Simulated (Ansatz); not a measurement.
TlCl3:
```xyz
8
Lattice="3.2523 5.6208 0.0000 -3.2523 5.6208 0.0000 -2.1020 0.0000 5.7204" Properties=species:S:1:pos:R:3 pbc="T T T"
Tl     0.0000     1.8711     0.0000
Tl     0.0000     9.3705     0.0000
Cl     1.1253     3.6777     1.4604
Cl    -3.2274     7.5639     4.2599
Cl    -3.2274     3.6777     4.2599
Cl     1.1253     7.5639     1.4604
Cl    -2.2870     5.6208     1.4962
Cl     0.1850     5.6208     4.2241
```

This is the LDA-relaxed structure. x, y and z are the axes in which the lattice vectors are written.

### Question
All from DFT-LDA in the program Ansatz with PAW potentials, unless another level is named. Predict the electronic dielectric constant ε∞ (DFPT).

### Answer
4.45 (xx), 4.49 (yy), 3.96 (zz).

### Question
Give the Bader charges.

### Answer
Tl +1.22, Cl -0.41 to -0.40 e.

### Question
Give the Born charges (a third of the trace).

### Answer
Tl +3.29, Cl -1.10 to -1.09 e.

Space group C2/m. The first step of the workflow began from a Materials Project structure, measured or hypothetical; the Crystallography Open Database copy checked does not list it. Its standing as an ambient phase is unchecked. The cell was relaxed with LDA under the symmetry of its start; its stability against distortions is not shown here. A crystal of weakly bound layers computed without a dispersion correction: the cell and the soft elastic constants depend strongly on that. Spin–orbit coupling is left out wherever it is not named.

Potentials: the later of the program's two PAW sets.
